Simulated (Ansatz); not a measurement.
Ansatz (a first-principles code) input:

Ansatz 0.2 input:
```yaml
crystal:
  lattice:
    - [3.0563420272, 0.0, 0.0]
    - [-1.5281710136, 2.6468698382, 0.0]
    - [0.0, 0.0, 5.0160516282]
  atoms:
    - { symbol: Si, position: [0.3333333333, 0.6666666667, 0.4996008276] }
    - { symbol: Si, position: [0.6666666667, 0.3333333333, 0.9996008276] }
    - { symbol: C, position: [0.3333333333, 0.6666666667, 0.8753991724] }
    - { symbol: C, position: [0.6666666667, 0.3333333333, 0.3753991724] }
kpoints:
  mp_grid: { grid: [10, 10, 6] }
hamiltonian:
  xc: lda
  pseudopotentials: { azcp: { folder: ./paw }, kind: paw }
scf:
  occupations: { method: fixed }
phonons:
  method: dfpt
  response_accuracy: low
  eigenvectors: true
  rigid_motions: translations
  dielectric: true
  raman: true
```

Output (shortened):

```
Pseudopotential: Si, paw, valence charge 4
Pseudopotential: C, paw, valence charge 4
Functional definition: SPW92
Crystal: 4 atoms, lattice volume = 40.579 Å³
Basis set: ecut = 420 eV, 785 PW (Γ), exchange–correlation on 48×48×72 points (8 copies of the dense FFT grid, shifted against one another)
Bands: 12, of which v1, the nominal top of the filled ones, is band 8 counted from 1 (7 counted from 0)
Symmetry: 12 space group operations
k-points: 172 of 600 (irreducible under 2 space group operations, time reversal used)
SCF iter   1: F=—  HF=-1707.609148 eV  |F-HF|=—  |Δ(HF+E_count)|=         —  Δρ=1.42e-1  dr2=9.81e0  ethr=3.10e-3  ⟨swp⟩=4.3  Hψ=12080  notcnv=0  defer=303
preconditioner: auto → none
SCF iter   2: F=—  HF=-1704.608695 eV  |F-HF|=—  |Δ(HF+E_count)|=    3.00e0  Δρ=4.99e-2  dr2=6.48e-1  ethr=3.10e-3  ⟨swp⟩=3.9  Hψ=6344  notcnv=0  defer=309
SCF iter   3: F=—  HF=-1704.418002 eV  |F-HF|=—  |Δ(HF+E_count)|=   1.91e-1  Δρ=1.87e-2  dr2=7.42e-2  ethr=3.10e-3  ⟨swp⟩=2.5  Hψ=4424  notcnv=0  defer=337
SCF iter   4: F=—  HF=-1704.401118 eV  |F-HF|=—  |Δ(HF+E_count)|=   1.69e-2  Δρ=1.49e-3  dr2=4.93e-4  ethr=4.64e-4  ⟨swp⟩=2.1  Hψ=2441  notcnv=0  defer=343
SCF iter   5: F=—  HF=-1704.401247 eV  |F-HF|=—  |Δ(HF+E_count)|=   1.29e-4  Δρ=1.77e-4  dr2=4.20e-6  ethr=3.08e-6  ⟨swp⟩=2.3  Hψ=3494  notcnv=0  defer=343
SCF iter   6: F=—  HF=-1704.401249 eV  |F-HF|=—  |Δ(HF+E_count)|=   2.45e-6  Δρ=3.60e-5  dr2=3.06e-7  ethr=2.62e-8  ⟨swp⟩=2.5  Hψ=3433  notcnv=0  defer=83
SCF iter   7: F=—  HF=-1704.401249 eV  |F-HF|=—  |Δ(HF+E_count)|=   2.45e-7  Δρ=6.96e-6  dr2=9.60e-9  ethr=1.91e-9  ⟨swp⟩=2.3  Hψ=3371  notcnv=0  defer=9
SCF iter   8: F=—  HF=-1704.401249 eV  |F-HF|=—  |Δ(HF+E_count)|=   2.57e-9  Δρ=1.51e-6  dr2=3.89e-10  ethr=6.00e-11  ⟨swp⟩=1.9  Hψ=2896  notcnv=0  defer=9
SCF iter   9: F=-1704.401249 eV  HF=-1704.401249 eV  |F-HF|=2.27e-13  |Δ(HF+E_count)|=  4.59e-11  Δρ=5.78e-8  dr2=8.98e-13  ethr=1.00e-12  ⟨swp⟩=8.8  Hψ=14602  notcnv=0
SCF 1 converged in 9 iterations: F = -1704.401249 eV  dr2 = 8.98e-13
NSCF: frozen V_eff on 2 k-points
DFPT response loops at Γ: preconditioner auto → Resta (q_TF=auto, 2.336 Å⁻¹)  ε∞=5.1 (no band partly filled) …
── the response to a field inside a basis, on 14×14×8 k-points: an SCF that follows is theirs, and a resumed run solves both again ──
Crystal: 4 atoms, lattice volume = 40.579 Å³
Bands: 9, of which v1, the nominal top of the filled ones, is band 8 counted from 1 (7 counted from 0)
k-points: 224
SCF iter   1: F=—  HF=-1704.401430 eV  |F-HF|=—  |Δ(HF+E_count)|=         —  Δρ=1.27e-4  dr2=1.34e-6  ethr=1.00e-1
preconditioner: auto → none
SCF iter   2: F=—  HF=-1704.401430 eV  |F-HF|=—  |Δ(HF+E_count)|=   2.86e-7  Δρ=6.03e-5  dr2=2.86e-7  ethr=8.36e-9
SCF iter   3: F=—  HF=-1704.401430 eV  |F-HF|=—  |Δ(HF+E_count)|=   1.63e-7  Δρ=1.62e-5  dr2=5.61e-8  ethr=1.79e-9
SCF iter   4: F=—  HF=-1704.401430 eV  |F-HF|=—  |Δ(HF+E_count)|=   9.18e-9  Δρ=1.51e-6  dr2=3.63e-10  ethr=3.50e-10
SCF iter   5: F=-1704.401430 eV  HF=-1704.401430 eV  |F-HF|=2.27e-13  |Δ(HF+E_count)|=  4.30e-11  Δρ=1.04e-7  dr2=1.80e-12  ethr=2.27e-12
SCF 1 converged in 5 iterations: F = -1704.401430 eV  dr2 = 1.80e-12
DFPT response loops at Γ: mixed as the last ones told, above
DFPT response loops at Γ: mixed as the last ones told, above
SCF converged after 9 iterations
Free energy (F): -1704.401249 eV
Harris-Foulkes:  -1704.401249 eV  (|F-HF|=2.27e-13)
Internal energy: -1704.401249 eV  (E = F + TS)
E sigma→0 (E₀):  -1704.401249 eV
Fermi energy:    9.641021 eV
--- Per-component energies (eV) ---
  E_band       = 57.283655
  E_kinetic    = 268.760224
  E_local      = -193.514423  (includes V_loc(G=0)·N_el)
  E_nonlocal   = 94.742418
  E_hartree    = 63.589277
  E_xc         = -210.496412
  E_vxc        = -218.350547  (∫ρ·V_xc dr)
  E_paw        = -1155.295198  (= ΣΔE_a)
  E_vpaw       = -21.532674  (= ΣTr[D̂ρ^β])
  E_aug_tail   = 0.000095  (compensation charges beyond the density's cutoff)
  E_ewald      = -572.481557
  E_core_change = 0.294327  (= ΣΔE_core)
  E_smearing   =  0.000000  (= −TS)
  E_closure    = 0.000000  (closes the sum)
  Σ components = -1704.401249   (vs F -1704.401249, Δ=0.00e0)
  [band-id]    e_kinetic+e_local+e_nonlocal+2·e_hartree+e_vxc+e_vpaw+e_augmentation_tail = 57.283646   (vs E_band 57.283655, Δ=-9.12e-6)
--- Band table (eV; the first three rows and the last of 172) ---
  k-point 0: bands = ["-5.9994", "-2.3107", "0.8094", "8.3145", "8.3145", "9.5266", "9.6410", "9.6410", "14.5580", "16.0397", "16.3149", "16.3149"]
  k-point 1: bands = ["-5.8613", "-2.8922", "1.6135", "8.3911", "8.3911", "8.7970", "9.5377", "9.5377", "14.6818", "16.3589", "16.3589", "16.5551"]
  k-point 2: bands = ["-5.4508", "-3.8885", "3.2621", "7.1354", "8.6081", "8.6081", "9.2673", "9.2673", "15.0470", "16.3712", "16.5602", "16.5602"]
  k-point 171: bands = ["-2.7858", "-0.7628", "1.9947", "3.5799", "4.4662", "4.9670", "6.5576", "7.3934", "13.2010", "15.6425", "16.2554", "17.8573"]
--- Phonons (Γ-DFPT): 4 representative perturbations + reference, on 172 of 600 k-points (Σ response iterations 12) ---
  ASR residual: 3.656e-5 → 0.000e0 eV/Å²; symmetrization residual: 6.368e-6 eV/Å²
  ASR residual per site (eV/Å²): 1.42e-5 1.42e-5 3.66e-5 3.66e-5
  Γ frequencies (cm⁻¹): 0.00 0.00 0.00 257.94 257.94 599.39 767.88 767.88 771.36 801.34 801.34 841.14
  ε∞ (high-frequency dielectric tensor):
        6.893323     0.000000     0.000000
        0.000000     6.893323     0.000000
        0.000000     0.000000     7.242878
  ε⁰ (static dielectric tensor: ions relaxed, cell fixed):
       10.152004     0.000000     0.000000
        0.000000    10.152004     0.000000
        0.000000     0.000000    11.294745
  ε⁰ − ε∞ (ionic part):
        3.258682     0.000000     0.000000
        0.000000     3.258682     0.000000
        0.000000     0.000000     4.051867
  softest optical mode at Γ: 257.94 cm⁻¹; the repairs (sum rule, projections) moved no ω² at Γ by more than (1.60 cm⁻¹)²
  Born effective charges Z* (e; rows j = field, columns β = displacement):
    site 0:
         2.69425    0.00000    0.00000
         0.00000    2.69425    0.00000
         0.00000    0.00000    2.89192
    site 1:
         2.69425    0.00000    0.00000
         0.00000    2.69425    0.00000
         0.00000    0.00000    2.89192
    site 2:
        -2.69425    0.00000    0.00000
         0.00000   -2.69425    0.00000
         0.00000    0.00000   -2.89192
    site 3:
        -2.69425    0.00000    0.00000
         0.00000   -2.69425    0.00000
         0.00000    0.00000   -2.89192
  Z* charge neutrality: 6.050e-3 e pre-enforcement
  solved inside a basis spanned on kpoints, on 14×14×8 k-points transformed towards the longest dipole …
  Raman tensors (in the event stream and the table raman_tensors.tsv) …
  optical modes at Γ without the LO–TO term, one row a degenerate level:
      ω (cm⁻¹)  modes    IR ((D/Å)²/amu)  static Raman (Å⁴/amu)  depolarisation
        257.94      2             0.0000                 0.1576           0.750
        599.39      1             0.0000                 0.0000               —
        767.88      2             0.0000                19.8251           0.750
        771.36      1            45.8681                58.3571           0.748
        801.34      2            79.6245                16.6566           0.750
        841.14      1             0.0000                 0.0000               —
  optical modes at Γ + LO–TO along q̂ = [1.0000, 0.0000, 0.0000]:
      ω (cm⁻¹)  modes    IR ((D/Å)²/amu)  static Raman (Å⁴/amu)  depolarisation
        257.94      2             0.0000                 0.1576           0.750
        599.39      1             0.0000                 0.0000               —
        767.88      2             0.0000                19.8251           0.750
        771.36      1            45.8681                58.3571           0.748
        801.34      1            39.8122                 8.3283           0.750
        841.14      1             0.0000                 0.0000               —
        972.48      1            39.8122                35.6887           0.750
  optical modes at Γ + LO–TO along q̂ = [0.0000, 1.0000, 0.0000]:
      ω (cm⁻¹)  modes    IR ((D/Å)²/amu)  static Raman (Å⁴/amu)  depolarisation
        257.94      2             0.0000                 0.1576           0.750
        599.39      1             0.0000                 0.0000               —
        767.88      2             0.0000                19.8251           0.750
        771.36      1            45.8681                58.3571           0.748
        801.34      1            39.8122                 8.3283           0.750
        841.14      1             0.0000                 0.0000               —
        972.48      1            39.8122                35.6887           0.750
  optical modes at Γ + LO–TO along q̂ = [0.0000, 0.0000, 1.0000]:
      ω (cm⁻¹)  modes    IR ((D/Å)²/amu)  static Raman (Å⁴/amu)  depolarisation
        257.94      2             0.0000                 0.1576           0.750
        599.39      1             0.0000                 0.0000               —
        767.88      2             0.0000                19.8251           0.750
        801.34      2            79.6245                16.6566           0.750
        841.14      1             0.0000                 0.0000               —
        963.26      1            45.8681               113.7650           0.708
```

Cost: roughly 4 core-minutes on shared cores.

Space group P6_3mc (wurtzite). The cell was relaxed with LDA under the symmetry of its start.

Potentials: the earlier of the program's two PAW sets. The files were generated under PBE; for other functionals the program regenerates the frozen cores, and for LDA and PBEsol the local potential too.

Ansatz is a plane-wave DFT program.
